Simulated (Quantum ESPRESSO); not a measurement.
## WZrNbO7F (convergence and cost over cutoff and k mesh)

A calculation, not a measurement. The program is pw.x of Quantum ESPRESSO 7.5 (plane-wave density functional theory). The cell is made up: 11 atoms on a rutile lattice with one site empty, with randomly drawn elements, strain and displacements, not relaxed. PseudoDojo standard norm-conserving files (v0.5 for PBE, v0.4.1 for LDA and PBEsol) set the functional; there is no spin polarisation, spin-orbit coupling or dispersion term, and the masses in the input are unused placeholders.

Input of the run in row 4:

```
&control calculation='scf', pseudo_dir='./dojo.nc.sr.pbe.v0_5.standard.upf', outdir='./o', disk_io='low', tprnfor=.true., tstress=.true. /
&system ibrav=0, nat=11, ntyp=5, nbnd=50, ecutwfc=84.00895049, nosym=.true., tot_charge=0,
 occupations='smearing', smearing='fd', degauss=0.0018374661
/
&electrons conv_thr=7.350e-09, electron_maxstep=60, /
ATOMIC_SPECIES
F 1.0 F.upf
Nb 1.0 Nb.upf
O 1.0 O.upf
W 1.0 W.upf
Zr 1.0 Zr.upf
CELL_PARAMETERS angstrom
4.7448 -0.0725 0.0265
-0.0725 4.7051 -0.023
0.0344 -0.0298 6.1661
ATOMIC_POSITIONS angstrom
W 0.0754 0.0126 0.0002
Zr -0.0198 -0.0685 3.1337
Nb 2.3856 2.3046 4.675
O 1.363 1.4256 -0.107
O 3.19 3.2707 -0.0654
O 3.8033 0.7464 1.507
O 0.7783 3.7759 1.5982
F 1.3772 1.2952 3.0864
O 3.2686 3.2127 3.1237
O 3.7873 0.8438 4.6207
O 0.8874 3.6919 4.6172
K_POINTS automatic
5 5 4 1 1 1
```

The same cell was run at these settings. Meshes are shifted by half a step, and differences are from the last row, which is itself not exact.

```
cutoff (eV)     k mesh  k points solved  threshold (eV)  free energy less the last row's (eV)  pressure (GPa)  largest stress difference (GPa)  largest force difference (eV/Å)  iterations  wall time (s)  k-point pools                  processor
        800  2 x 2 x 2                4           1e-04                                 1.411           -7.86                            12.00                            0.049          14             45              1      AMD EPYC, Zen 5 class
       1143  1 x 1 x 1                1           1e-07                                 0.125            4.46                             4.17                            1.313          20             24              4  Intel Xeon, 2023 or later
        635  5 x 5 x 4               50           1e-07                                 9.887          -45.83                            49.77                            0.158          18             65              4  Intel Xeon, 2023 or later
       1143  5 x 5 x 4               50           1e-07                                 0.006            3.90                             0.01                            0.003          18            165              4  Intel Xeon, 2023 or later
       1467  7 x 7 x 6              147           1e-07                                 0.000            3.91                             0.00                            0.000          18            700              4  Intel Xeon, 2023 or later
```

Each pool is one process. Wall times include start-up and a band step at six k points, which weighs most on the coarsest meshes. The runs were on shared virtual cores whose load varied, so times are rough.